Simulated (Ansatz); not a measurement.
According to LDA in the plane-wave PAW code Ansatz, BN in the hexagonal phase (P6_222; B on 3d, N on 3c) relaxes to a = 2.578 Å, c = 5.756 Å. Against the elements it lies at -0.60 eV/atom, with no fitted shifts.

It is gapped at this level: 3.65 eV (indirect). The valence maximum lies at Γ and the conduction minimum on the M–K line, 9 % of the way from M (6 equivalent valleys). The electron mass is 0.34, 0.38, 0.70 mₑ (principal values). The hole mass is 0.43, 2.2, 2.2 mₑ (principal values).

An equation-of-state fit gives a bulk modulus of 407 GPa. The relaxed-ion elastic constants in GPa are C11 = 920, C12 = 166, C13 = 114, C33 = 1040, C44 = 360. The elastic constants imply a Debye temperature near 1870 K. Perturbation theory gives ε∞ = 6.12 (xx = yy), 6.25 (zz). Letting the ions move raises it to ε0 = 10.4 (xx = yy), 10.4 (zz). Born charges are B +2.09, N -2.09 e. The phonon dispersion is stable (no imaginary branch). Without the LO–TO term the highest mode at Γ lies at 1143 cm⁻¹.

The start of the workflow was typed in or built on a structure type; neither database checked (COD, Materials Project) lists it. It is not the phase usual at ambient conditions (space group No. 186, 194, 216). The cell was relaxed with LDA under the symmetry of its start. The references are the lowest solids computed at this level, not always the standard phases (solids in place of the gases).

Potentials: the later of the program's two PAW sets.
